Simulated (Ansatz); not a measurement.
BN:
```cif
data_B2N2
_chemical_formula_sum 'B2 N2'
_space_group_name_H-M_alt 'P63/mmc'
_space_group_IT_number 194
_space_group_name_Hall '-P 6c 2c'
_cell_length_a 2.50011
_cell_length_b 2.50011
_cell_length_c 4.02234
_cell_angle_alpha 90.000
_cell_angle_beta 90.000
_cell_angle_gamma 120.000
loop_
_atom_site_label
_atom_site_type_symbol
_atom_site_symmetry_multiplicity
_atom_site_Wyckoff_symbol
_atom_site_fract_x
_atom_site_fract_y
_atom_site_fract_z
_atom_site_occupancy
B1 B 2 a 0.00000 0.00000 0.00000 1
N1 N 2 c 0.33333 0.66667 0.25000 1
```

This is the PBE-relaxed structure.

Task: All from PBE (plane waves, PAW; program Ansatz), unless another level is named. Predict the formation energy from the elements (no fitted shifts).

Result: 0.60 eV/atom.

Task: And the electron effective mass?

Result: 0.40, 0.64, 0.64 mₑ (principal values).

Task: And the weight of the valence-edge state by species (Voronoi cells)?

Result: N 88 %, B 12 %.

Task: Give the weight of the conduction-edge state by species (Voronoi cells).

Result: B 81 %, N 19 %.

Space group P6_3/mmc (NiAs type). The cell is a constructed one: a structure type filled with these elements. Its sites differ from those of the usual phase in this space group: another stacking or structure type. The cell was relaxed with PBE under the symmetry of its start. At this level the phase is dynamically unstable (imaginary phonons). Its formation energy is positive at this level, so the cell may be metastable or incomplete. The references are the lowest solids computed at this level, not always the standard phases (solids in place of the gases).

Potentials: the later of the program's two PAW sets.

Edges and masses are those of Kohn–Sham bands, whose gap is no quasiparticle gap.
